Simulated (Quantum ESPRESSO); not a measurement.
# Si6GaAs: a curve over strain

Simulated, not a measurement. The program is pw.x of Quantum ESPRESSO 7.5 (plane-wave density functional theory). The cell is made up: 8 atoms on a zincblende/diamond lattice, with randomly drawn elements, strain and displacements, not relaxed. PseudoDojo standard norm-conserving files (v0.5 for PBE, v0.4.1 for LDA and PBEsol) set the functional; there is no spin polarisation, spin-orbit coupling or dispersion term, and the masses in the input are unused placeholders.

Seven runs add a strain to one cell (along z); the atoms follow the cell and are not relaxed. Stress in the table is positive in tension.

Input of the run at -0.0037:

```
&control calculation='scf', pseudo_dir='./dojo.nc.sr.pbe.v0_5.standard.upf', outdir='./o', disk_io='low', tprnfor=.true., tstress=.true. /
&system ibrav=0, nat=8, ntyp=3, nbnd=36, ecutwfc=84.00895049, nosym=.true., tot_charge=0,
 occupations='smearing', smearing='fd', degauss=0.0073498644
/
&electrons conv_thr=7.350e-09, electron_maxstep=60, /
ATOMIC_SPECIES
As 1.0 As.upf
Ga 1.0 Ga.upf
Si 1.0 Si.upf
CELL_PARAMETERS angstrom
5.4044 0.0 0.0
0.0 5.4044 0.0
0.0 0.0 5.3844
ATOMIC_POSITIONS angstrom
Si -0.0401 0.109 -0.0407
Si 0.0665 2.7158 2.7693
Si 2.7836 0.1682 2.7408
Ga 2.6165 2.667 -0.0579
Si 1.4097 1.2734 1.3739
Si 1.3982 4.1725 3.968
As 4.0521 1.3577 4.0981
Si 4.1715 4.1255 1.4803
K_POINTS automatic
6 6 6 1 1 1
```

| added strain | free energy less that of the input shown (eV) | stress xx (GPa) | stress yy (GPa) | stress zz (GPa) | stress xy (GPa) | pressure (GPa) | iterations |
| --- | --- | --- | --- | --- | --- | --- | --- |
| -0.0209 | 0.1681 | -10.00 | -9.33 | -11.24 | 1.11 | 10.19 | 10 |
| -0.0138 | 0.0933 | -9.31 | -8.64 | -10.14 | 1.10 | 9.36 | 10 |
| -0.0060 | 0.0201 | -8.60 | -7.91 | -8.94 | 1.08 | 8.48 | 10 |
| -0.0037 | 0.0000 | -8.39 | -7.71 | -8.59 | 1.08 | 8.23 | 10 |
| +0.0161 | -0.1383 | -6.76 | -6.06 | -5.62 | 1.04 | 6.15 | 10 |
| +0.0222 | -0.1694 | -6.30 | -5.60 | -4.72 | 1.03 | 5.54 | 10 |
| +0.0244 | -0.1795 | -6.14 | -5.44 | -4.41 | 1.03 | 5.33 | 10 |

A cubic fit gives a slope of stress zz against the added strain of 152 GPa at zero added strain, with the atoms clamped. Across the table the free energy follows the integral of the stress to within 0.4 meV. A rerun of one of the cells at 1437 eV and a 8 x 8 x 8 mesh moved values by no more than 0.002 eV in energy, 0.02 GPa in stress and 0.005 eV/Å in force.